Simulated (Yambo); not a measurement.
Yambo run on AgCl (rock salt, space group Fm-3m, No. 225). The wavefunctions are LDA (Quantum ESPRESSO, PseudoDojo norm-conserving, 86 Ry, without SOC) ones on a 4×4×4 mesh (13 occupied bands); a = b = c = 3.7866 Å, α = β = γ = 60.00°.

Yambo input:

```
rim_cut
gw0
dyson
el_el_corr
HF_and_locXC
ppa
em1d
RandQpts= 1000000
RandGvec= 1 Ry
EXXRLvcs= 20 Ry
VXCRLvcs= 344 Ry
Chimod= "HARTREE"
% BndsRnXp
 5 | 100 |
%
NGsBlkXp= 10 Ry
% LongDrXp
 1.0 | 1.0 | 1.0 |
%
PPAPntXp= 27.2114 eV
% GbndRnge
 1 | 100 |
%
GTermKind= "BG"
DysSolver= "n"
ExtendOut
% QPkrange
 1 | 1 | 13 | 14 |
 3 | 3 | 13 | 13 |
%
```

k points by index: 1 = Γ, 3 = L.

The o-*.qp file then holds:

```
#    K-point    Band    Eo [eV]    E [eV]    E-Eo [eV]    Vxc [eV]    Vnlxc [eV]    Sc|Eo [eV]    Sc|E [eV]    dSc/dw|Eo [eV]    Re(Z)    Im(Z)
#
    1    13    -2.749533    -3.878255    -1.128722    -14.61779    -18.84854    2.802689    3.102027    -7.215736    0.790403    -0.001311
    1    14    0.626683    1.343226    0.716543    -11.95419    -7.153557    -3.934055    -4.084094    -5.697208    0.826877    -0.001009
    3    13    0.000000    -0.241259    -0.241259    -21.47250    -25.32709    3.552542    3.613326    -6.853070    0.798819    -0.001140
```
(The two width columns are left out.) Convergence of these settings isn't established.

Geometry relaxed with LDA.
